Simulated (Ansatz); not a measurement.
Si3N4:
Space group P6₃/m (No. 176); a = b = 7.606 Å, c = 2.906 Å, α = β = 90.00°, γ = 120.00°

```
atom  site  symmetry       x       y       z
----  ----  --------  ------  ------  ------
Si      6h       m..  0.2307  0.4060  0.2500
N       6h       m..  0.3303  0.0313  0.2500
N       2c      -6..  0.3333  0.6667  0.2500
```

Relaxed with r²SCAN.

Tabulate the valence density and the electron localisation function along the shortest Si–N contact (1.73 Å), the program Ansatz at the r²SCAN level (PAW).



```tsv
distance from Si (Å)	density (e/Å³)	ELF
0.17	0.07	0.29
0.26	0.12	0.17
0.35	0.19	0.18
0.43	0.30	0.31
0.52	0.45	0.52
0.61	0.60	0.72
0.69	0.76	0.84
0.78	0.93	0.88
0.86	1.12	0.90
0.95	1.35	0.90
1.04	1.64	0.89
1.12	2.02	0.87
1.21	2.50	0.82
1.30	3.00	0.71
1.38	3.40	0.53
1.47	3.60	0.29
1.56	3.61	0.11
```

The density is the valence pseudo-density with augmentation charge, so density and ELF within about 1 Å of a nucleus are not all-electron values.

Space group P6_3/m. Symmetry was held in the r²SCAN relaxation.

Potentials: the later of the program's two PAW sets.
